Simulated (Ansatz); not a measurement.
Simulated powder pattern, neutron, λ = 1.5401 Å (kinematic, ideal powder, no thermal factors, coherent scattering alone; the 30 strongest lines at most, above 1 %, up to 2θ = 90°):

| 2θ (°) | I/Imax (%) |
|---|---|
| 38.31 | 100 |
| 55.29 | 27 |
| 69.27 | 77 |
| 82.03 | 31 |

The pattern belongs to a structure relaxed with the program Ansatz at the PBE level (PAW).

Which of these materials gives this?
A. Pd, fcc (Cu type)
B. Nb, bcc (W type)
C. Zr, hcp (Mg type)
D. Ta, bcc (W type)

D, Ta, bcc (W type)

Give the lattice parameters.

a = 3.319 Å.

Space group Im-3m (bcc (W type)). The PBE relaxation kept the symmetry of its start. The run is not spin-polarised. Spin–orbit coupling is left out wherever it is not named.

Potentials: the later of the program's two PAW sets.
